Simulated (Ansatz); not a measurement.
# CeAl3Pd2: single point with Ansatz

System: CeAl₃Pd₂ (parent space group No. 191, strained and rattled), 6 atoms in the cell.

Ansatz input (lattice in Å, positions in fractions of it; a bare `kind: paw` takes the build's default datasets)
```yaml
crystal:
  lattice:
    - [-0.023778, -0.016185, 4.191206]
    - [5.541179, -0.011369, -0.030572]
    - [-2.780436, 4.708014, -0.002736]
  atoms:
    - { symbol: Ce, position: [0.409463, 0.662034, 0.223312] }
    - { symbol: Al, position: [0.913353, 0.155258, 0.216595] }
    - { symbol: Al, position: [0.911277, 0.163783, 0.728954] }
    - { symbol: Al, position: [0.906517, 0.668273, 0.721868] }
    - { symbol: Pd, position: [0.420927, 0.315501, 0.555184] }
    - { symbol: Pd, position: [0.404356, 0.001985, 0.911101] }
kpoints:
  mp_grid: { grid: [3, 3, 3] }
hamiltonian:
  xc: r2scan
  pseudopotentials:
    kind: paw
    azcp:
      Al: "pseudopotentials/pbe/paw/ansatz_paw_generated_hard_1/Al.paw.azcp"
      Ce: "pseudopotentials/pbe/paw/ansatz_paw_generated_hard_1/Ce.paw.azcp"
      Pd: "pseudopotentials/pbe/paw/ansatz_paw_generated_hard_1/Pd.paw.azcp"
scf:
  occupations: { method: fermi_dirac, width: 0.15 }
output:
  forces: true
  stress: true
```

Computed with r²SCAN, plane waves, PAW datasets (generated hard set) in Ansatz.

Results

| Item | Value |
| --- | --- |
| Plane-wave cutoff used | 700 eV |
| Pressure | -0.70 GPa |
| Largest force | 0.701 eV/Å on Al2 |
| Smearing term TS | 83.9 meV/atom |
| Gap on the mesh | none (metallic) |
| Valence electrons | 91 |
| Irreducible k-points | 14 |
| CPU time | about 2.4 core-minutes on a shared host |

| atom | Fx (eV/Å) | Fy (eV/Å) | Fz (eV/Å) |
| --- | --- | --- | --- |
| Ce1 | -0.148 | 0.155 | 0.042 |
| Al2 | 0.085 | 0.691 | -0.079 |
| Al3 | 0.149 | -0.168 | 0.025 |
| Al4 | -0.420 | -0.256 | 0.088 |
| Pd5 | 0.258 | 0.082 | -0.298 |
| Pd6 | 0.076 | -0.503 | 0.222 |

Stress tensor in GPa, compression positive:
```
-2.54  0.31  0.68
 0.31 -0.47  0.43
 0.68  0.43  0.92
```

The stress includes the program's correction for the finite plane-wave basis.

The k-mesh is coarse, so these values belong to this mesh and can lie far from the converged ones. The open f shell is treated without spin here, so this is a model state and not the ground state. With an open f shell the self-consistent state may not be the lowest one. Potentials made with PBE were used with another functional.
